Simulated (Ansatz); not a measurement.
Relaxed-ion elastic tensor of Sc2AlC in space group P6_3/mmc (No. 194; Sc on 4f, Al on 2d, C on 2a) in GPa (Voigt order), plane-wave PAW r²SCAN (Ansatz code); density 3.04 g/cm³, 17.62 Å³ per atom.

```
 183  60.0  32.6   0.0   0.0   0.0
60.0   183  32.6   0.0   0.0   0.0
32.6  32.6   202   0.0   0.0   0.0
 0.0   0.0   0.0  50.3   0.0   0.0
 0.0   0.0   0.0   0.0  50.3   0.0
 0.0   0.0   0.0   0.0   0.0  61.4
```

Problem. Is the crystal mechanically stable?

Solution. Yes: the smallest eigenvalue of C is 50.3 GPa.

Problem. Work out the Voigt, Reuss and Hill averages.

Solution. K_V = 90.9, K_R = 90.8, K_H = 90.8; G_V = 61.9, G_R = 59.6, G_H = 60.7 GPa.

Problem. Give Young's modulus, Poisson's ratio, Pugh's ratio and the universal anisotropy index.

Solution. E = 9KG/(3K + G) = 149 GPa; ν = 0.23; K/G = 1.50 (brittle by the Pugh limit of 1.75); A_U = 5G_V/G_R + K_V/K_R − 6 = 0.20.

Problem. Estimate the sound speeds and the Debye temperature.

Solution. v_l = √((K + 4G/3)/ρ) = 7520 m/s, v_t = √(G/ρ) = 4470 m/s, mean 4950 m/s; Θ = (h/k)(3n/4πV)^(1/3) v_m = 566 K.

Problem. Solve the Christoffel equation for the three sound speeds along x, y, z.

Solution. Eigenvalues of C_ijkl n_j n_l equal ρv². In km/s, slowest first: x 4.07, 4.50, 7.76; y 4.07, 4.50, 7.76; z 4.07, 4.07, 8.15.

Problem. How much does each axis shrink under pressure?

Solution. Linear compressibilities β_i = Σ_j S_ij (j = 1 to 3): x 3.6, y 3.6, z 3.8 per TPa.

The workflow started from a Materials Project entry (that database holds measured and hypothetical structures alike); the Crystallography Open Database copy checked does not list it. Whether it is the stable phase at ambient conditions was not checked. Symmetry was held in the r²SCAN relaxation; of distortions, only those at the zone centre were tested. No spin polarisation was allowed. As this level gives no gap, shear constants depend on the k-mesh and smearing (Fermi–Dirac, 0.1 eV here).

Potentials: the later of the program's two PAW sets.
